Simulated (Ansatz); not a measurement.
An Ansatz (a quantum-chemistry and plane-wave program) input:

Ansatz 0.2 input:
```yaml
crystal:
  lattice:
    - [0.0, 2.5490441315, 2.5490441315]
    - [2.5490441315, 0.0, 2.5490441315]
    - [2.5490441315, 2.5490441315, 0.0]
  atoms:
    - { symbol: Hf, position: [0.0, 0.0, 0.0] }
    - { symbol: O, position: [0.75, 0.75, 0.75] }
    - { symbol: O, position: [0.25, 0.25, 0.25] }
kpoints:
  mp_grid: { grid: [8, 8, 8] }
  band_path:
    path:
      - [[0.0, 0.0, 0.0], [0.5, 0.0, 0.5], [0.625, 0.25, 0.625]]  # Γ-X-U
      - [[0.375, 0.375, 0.75], [0.0, 0.0, 0.0], [0.5, 0.5, 0.5], [0.5, 0.25, 0.75], [0.5, 0.0, 0.5]]  # K-Γ-L-W-X
      - [VBM, CBM]
    npoints: 12
basis: { ecutwfc: 600, xc_grid: 2 }
hamiltonian:
  xc: pbe
  pseudopotentials: { azcp: { folder: ./paw }, kind: paw_fr }
magnetization: { noncollinear: true, spin_orbit: true }
scf:
  n_extra_bands: 12
  convergence: { dr2_threshold: 0.0000000001 }
  occupations: { method: gaussian, width: 0.01 }
checkpoint: { write: soc.run }
output: { eigenvalues: true }
```

Question: How many symmetry operations and irreducible k-points will the run report?

Answer: 48 operations, 29 of 512 k-points.

Question: With a cutoff of 600 eV, how many plane waves at Γ?

Answer: 1067.

It took about 70 core-seconds (a rough figure) on shared server cores.

Space group Fm-3m (fluorite). This is a known high-temperature phase of the composition, computed here at zero pressure and temperature. The cell was relaxed with PBE under the symmetry of its start; its stability against distortions is not shown here. No spin polarisation was allowed.

Potentials: the earlier of the program's two PAW sets.

Ansatz is a plane-wave DFT program.
